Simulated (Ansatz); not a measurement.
Data:

Re:
```
Re
1.0
    2.75899     0.00000     0.00000
   -1.37950     2.38936     0.00000
    0.00000     0.00000    17.83185
Re
8
Direct
  0.00000   0.00000   0.62503
  0.33333   0.66667   0.74952
  0.00000   0.00000   0.87493
  0.33333   0.66667   0.00000
  0.00000   0.00000   0.12507
  0.33333   0.66667   0.25048
  0.00000   0.00000   0.37497
  0.66667   0.33333   0.50000
```

This is the r²SCAN-relaxed structure.

**Question.** All from r²SCAN in the plane-wave PAW code Ansatz, unless another level is named. Give the density of states at the Fermi level.

**Answer.** 0.68 states/eV per atom (mean over ±0.08 eV).

**Question.** Predict the gap with spin–orbit coupling.

**Answer.** none (metallic).

Space group P-6m2. The start of the workflow was typed in or built on a structure type; neither database checked (COD, Materials Project) lists it. It is not the phase usual at ambient conditions (space group No. 194). The cell was relaxed with r²SCAN under the symmetry of its start; its stability against distortions is not shown here. The run is not spin-polarised. Spin–orbit coupling is left out wherever it is not named.

Potentials: the earlier of the program's two PAW sets.
